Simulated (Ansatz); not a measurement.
Sb:
Space group Fd-3m, origin choice 1 (No. 227); a = 6.992 Å, b = 6.992 Å, c = 6.992 Å, α = 90.00°, β = 90.00°, γ = 90.00°

```csv
atom,site,symmetry,x,y,z
Sb,8b,-43m,0.5000,0.5000,0.5000
```
(The calculation used a cell of 2 atoms; values per cell refer to that cell.)

Relaxed with PBE.

Q: Which orbitals make up the states near the Fermi level in plane-wave PAW PBE (Ansatz code)?

A: Within 0.5 eV of the Fermi level: Sb 5p 81 %, Sb 5s 15 %. Projections are on Löwdin-orthogonalised atomic valence shells; empty p or d shells of many metals are not among them.

Q: Tabulate the density of states.

A: States/eV per cell of 2 atoms, in 0.25 eV bins, energy from the Fermi level.

```csv
E (eV),total,Sb 5p,Sb 5s
-7.85,0.82,0.18,0.64
-7.60,0.61,0.13,0.48
-7.35,0.47,0.09,0.37
-7.10,0.37,0.07,0.30
-6.85,0.29,0.05,0.24
-6.60,0.22,0.03,0.19
-6.35,0.17,0.02,0.14
-6.10,0.12,0.01,0.11
-5.85,0.08,0.01,0.07
-5.60,0.04,0.00,0.04
-5.35,0.00,0.00,0.00
-5.10,0.00,0.00,0.00
-4.85,0.00,0.00,0.00
-4.60,0.00,0.00,0.00
-4.35,0.00,0.00,0.00
-4.10,0.00,0.00,0.00
-3.85,1.74,1.72,0.01
-3.60,2.30,2.25,0.03
-3.35,2.83,2.78,0.03
-3.10,2.76,2.71,0.03
-2.85,2.52,2.48,0.02
-2.60,2.13,2.11,0.01
-2.35,1.08,1.06,0.01
-2.10,0.57,0.55,0.01
-1.85,0.35,0.31,0.04
-1.60,0.59,0.50,0.09
-1.35,0.75,0.62,0.12
-1.10,0.88,0.72,0.15
-0.85,1.06,0.86,0.19
-0.60,1.43,1.14,0.26
-0.35,2.19,1.73,0.38
-0.10,1.12,0.90,0.19
0.15,0.94,0.77,0.13
0.40,0.94,0.80,0.10
0.65,1.16,1.02,0.09
0.90,1.40,1.23,0.11
1.15,1.87,1.65,0.13
1.40,2.45,2.18,0.11
1.65,1.42,1.29,0.04
1.90,1.20,1.10,0.01
2.15,1.45,1.30,0.02
2.40,2.38,1.97,0.03
2.65,2.59,2.08,0.06
2.90,2.72,2.20,0.08
3.15,1.48,1.22,0.05
3.40,0.93,0.79,0.03
3.65,0.56,0.49,0.02
3.90,0.21,0.20,0.00
4.15,0.04,0.00,0.00
4.40,0.10,0.00,0.00
4.65,0.46,0.02,0.00
```

The start of the workflow was typed in or built on a structure type; neither database checked (COD, Materials Project) lists it. It is not the phase usual at ambient conditions (space group No. 166). The PBE relaxation kept the symmetry of its start; its stability against distortions is not shown here. Scalar-relativistic: spin–orbit coupling is off unless named, which matters more the heavier the elements.

Potentials: the later of the program's two PAW sets.
